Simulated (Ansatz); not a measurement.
The start is a generated cell, NbSi2 built in the AFLOW prototype A2B_tI6_139_d_a (L\'2). Cell shape, volume and atoms are optimised at zero target pressure with r2SCAN (plane waves to 500 eV, PAW, scalar-relativistic; Ansatz, a program for electronic structure). The first steps use a coarse 8×8×8 k-mesh.

The start:
```
NbSi2
1.0
   -2.08540     2.08540     2.55843
    2.08540    -2.08540     2.55843
    2.08540     2.08540    -2.55843
Si Nb
2 1
Direct
  0.75000   0.25000   0.50000
  0.25000   0.75000   0.50000
  0.00000   0.00000   0.00000
```

* **Initial pressure**: +33 GPa (positive: the cell is compressed)
* **Outcome**: The space group stays I4/mmm (No. 139) (the run could not lower it), with 3 atoms in the primitive cell
* **Energy released**: 0.31 eV/atom
* **Shortest distances (start → end)**: The closest pairs of elements (up to four, under 3.6 Å), start → end: Nb–Si 2.45 → 2.63 Å; Si–Si 2.56 → 2.53 Å
* **Band gap at the end**: zero (metallic)
* **Optimiser moves**: 12

Final structure:

```cif
data_Nb2Si4
_chemical_formula_sum 'Si4 Nb2'
_space_group_name_H-M_alt 'I4/mmm'
_space_group_IT_number 139
_space_group_name_Hall '-I 4 2'
_cell_length_a 4.61955
_cell_length_b 4.61955
_cell_length_c 5.06205
_cell_angle_alpha 90.000
_cell_angle_beta 90.000
_cell_angle_gamma 90.000
loop_
_atom_site_label
_atom_site_type_symbol
_atom_site_symmetry_multiplicity
_atom_site_Wyckoff_symbol
_atom_site_fract_x
_atom_site_fract_y
_atom_site_fract_z
_atom_site_occupancy
Si1 Si 4 d 0.00000 0.50000 0.25000 1
Nb1 Nb 2 a 0.00000 0.00000 0.00000 1
```
(The calculation used a cell of 3 atoms; values per cell refer to that cell.)

Final values are on a 14×14×14 k-mesh of the relaxed cell. No spin polarisation in the result. The relaxed primitive cell holds an odd number of electrons. A magnetic state may lie lower.

The run could not lose the symmetry of its start, so the end can be a saddle point.

All atoms sit on sites fixed by symmetry, so only the cell could relax.

The relaxed structure here is a generated cell of NbSi2: the first start was made by placing the elements on the sites of a structure type, and the end was not matched to a known phase here, so it may be hypothetical. Known forms of NbSi2 include space group No. 180.
